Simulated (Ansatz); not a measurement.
A geometry of Mo away from equilibrium: step 2 of the relaxation of a relaxed Mo cell displaced along its unstable phonon at q = (½, 0, 0) of its primitive reciprocal cell (119i cm⁻¹), largest move 0.15 Å. These are PBE (plane waves to 420 eV, PAW, scalar-relativistic; Ansatz, a first-principles code) values and carry that method's errors. Γ-centred k-mesh 6×12×12 on the run's cell (coarser than for final values), Fermi–Dirac smearing 0.05 eV. The plane waves were selected for a different cell earlier on the path.

```yaml
crystal:
  lattice:
    - [5.08547, 0.00000, 0.00000]
    - [0.00000, 2.61180, 0.00000]
    - [0.00000, 0.00000, 2.61296]
  atoms:
    - { symbol: Mo, position: [0.00000, 0.00000, 0.86731] }
    - { symbol: Mo, position: [0.50000, 0.00000, 0.13269] }
```

Question: Give the Cartesian forces on all atoms (eV/Å).

Answer: 
```tsv
atom	Fx	Fy	Fz
Mo1	0.00	0.00	-0.66
Mo2	0.00	0.00	0.66
```

The path ends in Cmmm (No. 65). No spin polarisation in the result.

The run could not lose the symmetry of its start: the end is stationary, and may be a saddle point rather than a minimum.

The end of the path is a generated cell of Mo: the first start was made by placing the elements on the sites of a structure type, and the end was not matched to a known phase here, so it may be hypothetical. Known forms of Mo include space group No. 229.
